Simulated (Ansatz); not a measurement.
A field-response calculation (clamped ions) of AlGa2P3 as one 6-atom ordering (P3m1) on the zincblende lattice with Ansatz, at the level r2SCAN. The geometry is the r2SCAN minimum.

The input:
```yaml
crystal:
  lattice:
    - [3.8613787749, 0.0, 0.0]
    - [-1.9306893874, 3.3440521127, 0.0]
    - [0.0, 0.0, 9.458809515]
  atoms:
    - { symbol: Al, position: [0.0, 0.0, -0.000301204] }
    - { symbol: Ga, position: [0.6666666667, 0.3333333333, 0.6662995613] }
    - { symbol: Ga, position: [0.3333333333, 0.6666666667, 0.3338614981] }
    - { symbol: P, position: [0.6666666667, 0.3333333333, 0.9166244687] }
    - { symbol: P, position: [0.3333333333, 0.6666666667, 0.5832781658] }
    - { symbol: P, position: [0.0, 0.0, 0.2502375099] }
kpoints:
  mp_grid: { grid: [6, 6, 2] }
hamiltonian:
  xc: r2scan
scf:
  occupations: { method: fixed }
dielectric: {}
```

Run as `ansatz run input.yaml --threads 4 --pin off --max-ram 6451MiB --backend cpu --events-out ev --progress --plain --runs-dir out`.

Q: What wall time did it need on 4 threads of INTEL(R) XEON(R) PLATINUM 8581C CPU @ 2.10GHz (Emerald Rapids), with other jobs on the host, and how much host memory at the peak?

A: About 3.1 min, with a peak of 3.6 GiB.

Abridged output:
```
Functional definition: r2SCAN
Crystal: 6 atoms, lattice volume = 122.138 Å³
Basis set: ecut = 500 eV, 3125 PW (Γ)
Bands: 28, of which v1, the nominal top of the filled ones, is band 22 counted from 1 (21 counted from 0)
Symmetry: 6 space group operations
k-points: 26 of 72 (irreducible under 2 space group operations, time reversal used)
SCF iter   1: HF=-10401.961406 eV  Δρ=7.21e-3  dr2=4.41e-2
SCF iter   2: HF=-10402.008184 eV  Δρ=2.16e-3  dr2=5.00e-3
SCF iter   3: HF=-10402.006891 eV  Δρ=1.80e-3  dr2=2.51e-3
SCF iter   4: HF=-10402.006908 eV  Δρ=2.62e-4  dr2=9.47e-5
SCF iter   5: HF=-10402.006909 eV  Δρ=6.93e-5  dr2=6.22e-6
SCF iter   6: HF=-10402.006911 eV  Δρ=1.64e-5  dr2=9.92e-7
SCF iter   7: HF=-10402.006913 eV  Δρ=5.07e-6  dr2=5.75e-8
SCF iter   8: HF=-10402.006913 eV  Δρ=1.63e-6  dr2=2.83e-9
SCF iter   9: HF=-10402.006913 eV  Δρ=7.48e-7  dr2=6.32e-10
SCF iter  10: HF=-10402.006913 eV  Δρ=1.79e-7  dr2=6.22e-11
SCF 1 converged in 10 iterations: F = -10402.006913 eV  dr2 = 6.22e-11
SCF 1 converged in 5 iterations: F = -10401.970269 eV  dr2 = 1.49e-8
SCF converged after 10 iterations
Free energy (F): -10402.006913 eV
Fermi energy:    6.202280 eV
--- Per-component energies (eV) ---
  E_band       = -144.937309
  E_kinetic    = 464.899788
  E_local      = -5233.389648
  E_nonlocal   = 964.456588
  E_hartree    = 2433.544429
  E_xc         = -337.545040
  E_vxc        = -346.190692
  E_paw        = -6209.018027
  E_vpaw       = -877.890663
  E_vtau       = 16.088713
  E_ewald      = -2483.316150
  E_core_change = -1.638774
--- Band table (eV; the first three rows and the last of 26) ---
  k-point 0: bands = […, 5.2318, 5.4222, 5.4222, 6.1759, 6.2023, 6.2023, 8.5983, 8.6077, 9.6179, 10.6030, …]
  k-point 1: bands = […, 5.1166, 5.1166, 5.7282, 5.7282, 5.9759, 5.9759, 8.4958, 9.1583, 9.8443, 11.0460, …]
  k-point 2: bands = […, 4.1858, 4.2913, 4.6114, 5.2822, 5.7025, 5.8501, 9.3567, 9.6281, 10.1640, 10.6680, …]
  k-point 25: bands = […, 2.6001, 3.1169, 3.1970, 3.9313, 4.0087, 4.7570, 9.3951, 9.7250, 10.2848, 10.5901, …]
--- Dielectric response (ions clamped): 3 representative field directions + reference, inside a basis on a mesh of 1176 k-points ---
  ε∞ (high-frequency dielectric tensor):
        8.677782     0.000000     0.000000
        0.000000     8.677782     0.000000
        0.000000     0.000000     8.617178
  Born effective charges Z* (e; rows j = field, columns β = displacement):
    site 0:
         2.17541    0.00000    0.00000
         0.00000    2.17541    0.00000
         0.00000    0.00000    2.40062
    site 1:
         2.18501    0.00000    0.00000
         0.00000    2.18501    0.00000
         0.00000    0.00000    2.10794
    site 2:
         2.18753    0.00000    0.00000
         0.00000    2.18753    0.00000
         0.00000    0.00000    2.08297
    site 3:
        -2.21058    0.00000    0.00000
         0.00000   -2.21058    0.00000
         0.00000    0.00000   -2.38439
    site 4:
        -2.13744    0.00000    0.00000
         0.00000   -2.13744    0.00000
         0.00000    0.00000   -1.98324
    site 5:
        -2.19993    0.00000    0.00000
         0.00000   -2.19993    0.00000
         0.00000    0.00000   -2.22388
  ε∞ is read to err by 4.4e-2, Z* by 1.7e-2 e
```

The rows of the band table are 0: (0, 0, 0) = Γ, 1: (0, 0, -1/2) = A, 2: (0, 1/6, 0), 25: (-1/2, 1/6, -1/2).

ε∞: 8.68 along x and y, 8.62 along z. Born charges, averaged over directions: Al +2.25, Ga +2.15, P -2.27 to -2.09 e.

No spin polarisation and no zero-point or thermal motion; the cell was built from a prototype and may be hypothetical.
